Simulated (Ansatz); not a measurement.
Vibrational response of CrSi$_{6}$Mo$_{2}$

The calculation used Ansatz 0.2.0, DFT PBE, scalar-relativistic, plane waves, PAW. Settings: 420 eV plane-wave cutoff, Γ-centred 10×10×10 mesh, Fermi-Dirac smearing of 0.15 eV. No spin polarisation. Phonons by linear response, acoustic sum rule imposed.

The cell, relaxed at this level:
```yaml
crystal:
  lattice:
    - [0.00000, 3.89064, 6.73528]
    - [2.24939, 0.00000, 6.73528]
    - [2.24939, 3.89064, 0.00000]
  atoms:
    - { symbol: Cr, position: [0.50000, 0.50000, 0.50000] }
    - { symbol: Si, position: [0.17194, 0.50005, 0.49995] }
    - { symbol: Si, position: [0.49995, 0.82806, 0.17194] }
    - { symbol: Si, position: [0.83475, 0.16525, 0.83475] }
    - { symbol: Si, position: [0.50005, 0.17194, 0.82806] }
    - { symbol: Si, position: [0.82806, 0.49995, 0.50005] }
    - { symbol: Si, position: [0.16525, 0.83475, 0.16525] }
    - { symbol: Mo, position: [0.83397, 0.83397, 0.16603] }
    - { symbol: Mo, position: [0.16603, 0.16603, 0.83397] }
```

The structure comes from a generated guess, relaxed at this level; another structure or a mixture of phases may lie lower. In a metal, frequencies depend on the k mesh and the smearing, soft modes most.

Problem. Is this structure stable against zone-centre distortions?

Solution. Yes, at Γ: no optical mode is imaginary. Strains and other wave vectors aren't tested by this run.

Problem. List the optical modes at Γ (i marks imaginary ones).

Solution.
| frequency (cm⁻¹) | degeneracy |
| --- | --- |
| 174 | 1 |
| 182 | 1 |
| 197 | 1 |
| 205 | 1 |
| 223 | 1 |
| 238 | 1 |
| 251 | 1 |
| 265 | 1 |
| 266 | 1 |
| 289 | 1 |
| 293 | 1 |
| 297 | 1 |
| 298 | 1 |
| 302 | 1 |
| 309 | 1 |
| 327 | 1 |
| 334 | 1 |
| 354 | 1 |
| 367 | 1 |
| 367 | 1 |
| 382 | 1 |
| 398 | 1 |
| 437 | 1 |
| 441 | 1 |
